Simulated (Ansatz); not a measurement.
# One run on TiRh (P4/mmm): field of 500 T on the spins

Level of theory: Ansatz 0.2.0, DFT, r2SCAN, PAW with Ansatz's default frozen-core files, scalar-relativistic.

Command: `ansatz run input.yaml --threads 1 --pin off --max-ram 3072MiB --backend cpu --events-out ev --progress --plain --runs-dir out`

```yaml
crystal:
  lattice:
    - [2.988, 0.0, 0.0]
    - [0.0, 2.988, 0.0]
    - [0.0, 0.0, 3.35]
  atoms:
    - { symbol: Ti, position: [0.5, 0.5, 0.5], spin: 0.05 }
    - { symbol: Rh, position: [0.0, 0.0, 0.0], spin: 0.05 }
magnetization:
  spin_polarized: true
  magnetic_field: 500
kpoints:
  mp_grid: { grid: [11, 11, 10] }
scf:
  occupations: { method: fermi_dirac, width: 0.05 }
  convergence: { dr2_threshold: 1.0e-10 }
  lower_state_search: "off"
hamiltonian:
  xc: r2scan
  pseudopotentials: { kind: paw }
output:
  forces: true
  stress: true
  eigenvalues: true
```

The program prints:

```
Engine: ansatz 0.2.0
Pseudopotentials: kind: paw
Pseudopotential: Ti, paw, valence charge 12, recommended cutoff 500 eV (meta_gga), Ti.paw.azcp
Pseudopotential: Rh, paw, valence charge 17, recommended cutoff 500 eV (meta_gga), Rh.paw.azcp
Functional definition: r2SCAN
  parameter k0 = 0.174
  parameter k1 = 0.065
  parameter a1 = 4.9479
  exchange = r2scan_x(k0 = k0, k1 = k1, a1 = a1)
  correlation = r2scan_c
Crystal: 2 atoms, lattice volume = 29.909 Å³
Basis set: ecut = 500 eV, 757 PW (Γ), exchange–correlation on 96×96×100 points (64 copies of the dense FFT grid, shifted against one another)
Bands: 19, of which v1, the nominal top of the filled ones, is band 15 counted from 1 (14 counted from 0)
Symmetry: 16 space group operations
Space group: P4/mmm (ITA 123), of the structure as read, at distance tolerance 3.1e-5 Å
Magnetic group: BNS 123.339 (UNI 999), of the structure as read, at distance tolerance 3.1e-5 Å
k-points: 126 of 1210
Non-local potential: Ti, projectors of the file, l = 0: 3, l = 1: 2, l = 2: 3, l = 3: 1
Non-local potential: Rh, projectors of the file, l = 0: 3, l = 1: 2, l = 2: 2, l = 3: 1
PAW form: soft (Blöchl's): semilocal exchange-correlation on the pseudo side does not see the compensation charge
PAW frozen core: Ti, regenerated for the run's functional (the file was generated under x = pbe(κ = 0.804, μ = 0.2195149727645171), c = pbe(β = 0.06672455060314922))
PAW frozen core: Rh, regenerated for the run's functional (the file was generated under x = pbe(κ = 0.804, μ = 0.2195149727645171), c = pbe(β = 0.06672455060314922))
PAW one-centre angular grid: Ti, 590 points (default); XC on 160 Gauss nodes
PAW one-centre angular grid: Rh, 590 points (default); XC on 160 Gauss nodes
Initial density: superposition of atomic densities (chi_scale 0.1, normalization cell)
Starting moments: Σ|m| = 0.1 μB on 2 of 2 sites
Magnetic field: 500 T along the axis of the moments, on the spin alone (28.9419 meV per μB along it)
Initial wavefunctions: pseudopotential atomic-orbital guess
Functional: x = r2scan, c = r2scan; τ floored in thin density (d = 2e-4 eV/Å³)
SCF iter   1: F=-8919.306419 eV  HF=-8922.015585 eV  |F-HF|=2.71e0  |Δ(HF+E_count)|=         —  Δρ=5.69e-2 (↑5.69e-2 ↓5.45e-2)  dr2=3.69e0  dr2_τ=2.86e-2  dr2_m=7.69e-4  M=0.073 μB ∫|m|=0.073 μB  β_m=0.30  ethr=3.10e-3  ⟨swp⟩=4.3  Hψ=19936  notcnv=0
preconditioner: auto → none  [metal: Δε(μ)=0.009 eV  Ē_g=5.185 eV  σ=0.050 eV  W_gap=0.05  n_scr=6 (ndim 8)  ℏωp=24.5 eV  f_vac=0.000  D(μ)=1.53/eV (n_scr^D=18)  sad-step TF]
[...]
SCF iter  32: F=-8921.249384 eV  HF=-8921.249384 eV  |F-HF|=4.18e-10  |Δ(HF+E_count)|=   1.18e-9  Δρ=2.26e-7 (↑2.26e-7 ↓2.26e-7)  dr2=1.30e-12  dr2_τ=1.22e-12  dr2_m=1.28e-11  M=0.235 μB ∫|m|=0.248 μB  β_m=1.20  ethr=1.00e-12  ⟨swp⟩=4.0  Hψ=14606  notcnv=0  κ⁻¹=5.3e-7(r=8)
SCF iter  33: F=-8921.249384 eV  HF=-8921.249384 eV  |F-HF|=1.47e-10  |Δ(HF+E_count)|=  3.66e-10  Δρ=1.12e-7 (↑1.12e-7 ↓1.03e-7)  dr2=5.15e-13  dr2_τ=2.35e-13  dr2_m=2.83e-12  M=0.235 μB ∫|m|=0.248 μB  β_m=1.20  ethr=1.00e-12  ⟨swp⟩=4.0  Hψ=14148  notcnv=0  κ⁻¹=2.0e-6(r=8)
SCF iter  34: F=-8921.249384 eV  HF=-8921.249384 eV  |F-HF|=9.46e-11  |Δ(HF+E_count)|=  5.28e-11  Δρ=7.11e-8 (↑7.11e-8 ↓6.98e-8)  dr2=5.63e-13  dr2_τ=7.47e-14  dr2_m=1.12e-12  M=0.235 μB ∫|m|=0.248 μB  ethr=1.00e-12  ⟨swp⟩=3.9  Hψ=13876  notcnv=0
the search or the solves at the SCF's close seem to have found levels that the self-consistency loop had missed (the run counts 1). By its estimate they hold under 1e-12 electrons; where the run keeps them, the occupations were computed again with them
SCF 1 converged in 34 iterations: F = -8921.249384 eV  dr2 = 5.63e-13
  greatest PAW one-centre occupation: 1.000 electrons in one spin orbital (limit 2), on the Ti atom at site 0 (counted from 0), in its partial waves of l = 1
this state was not tested for a lower state beside it, because the mixer in use, unlike msr1, does not test its closes by its own steps (another_mixer; see scf.mixing.algorithm and scf.lower_state_search)
SCF converged after 34 iterations
Magnetization: 0.2351 μB (14.6176 up, 14.3824 down)
Absolute magnetization: 0.2469 μB (∫|ρ↑−ρ↓|, with the PAW one-centre terms)
Spin contamination: 0.0019 ħ² per cell (⟨S²⟩ above its minimum at these occupations)
Per-site moments (μB) at R_I (Å): [(0.16942134983363957, 1.112197995033371), (0.028172662325078212, 1.112197995033371)]
Free energy (F): -8921.249384 eV
Harris-Foulkes:  -8921.249384 eV  (|F-HF|=9.46e-11)
Internal energy: -8921.231933 eV  (E = F + TS)
E sigma→0 (E₀):  -8921.240659 eV
Entropy (-TS):   -0.017451 eV (-8.726 meV/atom)
Fermi energy:    18.451826 eV
--- Per-component energies (eV) ---
  E_band       = -290.580550
  E_kinetic    = 845.812771
  E_local      = -2472.737064  (includes V_loc(G=0)·N_el)
  E_nonlocal   = 360.991489
  E_hartree    = 923.588008
  E_xc         = -310.648467
  E_vxc        = -448.827661  (∫ρ·V_xc dr)
  E_paw        = -4660.270482  (= ΣΔE_a)
  E_vpaw       = -453.822031  (= ΣTr[D̂ρ^β])
  E_aug_tail   = 0.000750  (compensation charges beyond the density's cutoff)
  E_vtau       = 30.831996  (kinetic-family band-sum trace: ∫τ·v_τ [+ j·A + Jᵃ·Aᵃ] dr)
  E_zeeman     = -0.006804  (= −μ_B·B·M)
  E_ewald      = -3607.338717
  E_core_change = -0.623417  (= ΣΔE_core)
  E_smearing   = -0.017451  (= −TS)
  E_closure    = 0.000000  (closes the sum)
  Σ components = -8921.249384   (vs F -8921.249384, Δ=0.00e0)
--- Forces (eV/Å), atoms counted from 1 ---
  atom   1  Ti     0.00000000    -0.00000000     0.00000000
  atom   2  Rh    -0.00000000     0.00000000     0.00000000
  max |Σ_I F_I| component: 3.79e-29 eV/Å
--- Stress (GPa, compression-positive) ---
       -3.820513       0.000000       0.000000
        0.000000      -3.820513       0.000000
        0.000000       0.000000      -1.188708
  P = ⅓ Tr σ = -2.9432 GPa (-29.432 kbar)
--- Band table (eV; the first three rows and the last of 252) ---
  k-point 0 ↑: bands = ["-62.7746", "-41.6478", "-29.8287", "-29.8152", "-29.8152", "-16.7660", "-16.6761", "-16.6761", "10.5297", "12.9370", "13.0591", "15.8091", "15.8091", "16.5079", "18.6581", "19.6715", "20.9883", "21.0095", "21.0095"]
  k-point 1 ↑: bands = ["-62.7744", "-41.6475", "-29.8317", "-29.8148", "-29.8148", "-16.7773", "-16.6764", "-16.6764", "10.7050", "13.0380", "13.1308", "15.8188", "15.8188", "16.5417", "18.5196", "19.6432", "20.7886", "20.7886", "20.9328"]
  k-point 2 ↑: bands = ["-62.7738", "-41.6466", "-29.8393", "-29.8135", "-29.8135", "-16.8066", "-16.6772", "-16.6772", "11.2073", "13.3153", "13.3351", "15.8491", "15.8491", "16.6342", "18.1447", "19.5150", "20.2697", "20.2697", "20.7839"]
  k-point 125 ↓: bands = ["-62.6610", "-41.3097", "-29.8387", "-29.8383", "-29.7654", "-16.6461", "-16.6454", "-16.5560", "13.9437", "14.3324", "14.3785", "16.4574", "16.7326", "16.8047", "17.4421", "18.2868", "20.9538", "21.4957", "26.7348"]
```

Site moments (μB): Ti1 0.17, Rh2 0.03. Cell moment 0.24 μB.

The magnetic group in the log treats spin as a scalar label, without spin–orbit coupling.

The PAW files were made with PBE; the program remakes their cores once for the run's functional and then keeps them frozen. The Ansatz runs typed with the search for lower states off end where their start leads. r²SCAN is known to give itinerant transition metals moments and polarisation energies that are too large. None of this fixes the real material's magnetic order: only patterns that fit the cell were computed, at zero temperature, with a functional that can overstate moments.

It took 73 s on 1 thread of Arm Neoverse V1 (shared host), peak memory 0.48 GiB.
